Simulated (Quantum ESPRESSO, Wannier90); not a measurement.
## Tight-binding from DFT: BaS (rock salt)

```
begin unit_cell_cart
ang
    0.0000000000    3.2256750000    3.2256750000
    3.2256750000    0.0000000000    3.2256750000
    3.2256750000    3.2256750000    0.0000000000
end unit_cell_cart
begin atoms_frac
Ba   0.0000000000  0.0000000000  0.0000000000
S    0.5000000000  0.5000000000  0.5000000000
end atoms_frac
```

Materials Project entry mp-1500; symmetrised, unrelaxed at this level. COD (Crystallography Open Database) has an entry of this formula and space group (matched by these alone). Method: LDA plane waves in Quantum ESPRESSO 7.5 (PseudoDojo norm-conserving files, 46 Ry, no spin polarisation, no spin-orbit coupling), Bloch states on a 8×8×8 mesh through Γ, Wannier90 4.0.1. Density: 8×8×8 mesh, cold smearing 0.01 Ry. Spin-orbit coupling is left out although heavy elements are present.

Bands 6-8 form an isolated set from -1.88 to 0.00 eV relative to the valence-band maximum (on the path) and are turned into 3 Wannier functions by minimising the spread from the start: atomic waves S 3p.

Centres (Cartesian, Å; one of the equivalent choices) and spreads:

```csv
n,x,y,z,spread (Å²),nearest atom
1,3.226,3.226,3.226,2.693,S2
2,3.226,3.226,3.226,2.693,S2
3,3.226,3.226,3.226,2.693,S2
```

Ω_I = 8.05 Å², Ω_total = 8.08 Å²; the interpolated bands follow pw.x to 0.6 meV rms on the path. Only this start was tried; a symmetric start can stop on a saddle, and mixtures of these functions could lower the total by at most Ω_total − Ω_I.
